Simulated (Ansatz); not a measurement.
A: FeS2 (pyrite type, space group Pa-3), a = b = c = 5.4035 Å, α = β = γ = 90.00°
B: GaSb (zinc blende), a = b = c = 6.2141 Å, α = β = γ = 90.00°
C: Mg2Si (antifluorite type, space group Fm-3m), a = b = c = 6.364 Å, α = β = γ = 90.00°
D: BAs (zinc blende), a = 4.8094 Å, b = 4.8094 Å, c = 4.8094 Å, α = 90.00°, β = 90.00°, γ = 90.00°

Scan: energy against volume (even scaling of the relaxed cell, symmetry kept). All come from one method, each on a k mesh of its own. All were relaxed with their symmetry unable to fall. At this level the bands of GaSb touch or barely overlap; measurements give the solid a gap. FeS2 is run without spin polarisation. Spin-orbit coupling is left out. The PAW data are Ansatz's earlier set.

Rank these by bulk modulus (fitted) (highest first), as PBE (plane waves to 420 eV, PAW, scalar-relativistic; Ansatz, a program for electronic structure) gives it.

A (156 GPa), D (131 GPa), C (54.0 GPa), B (44.6 GPa)

(Under strain, the slope of the energy per volume gives the stress and its curvature an elastic modulus.)
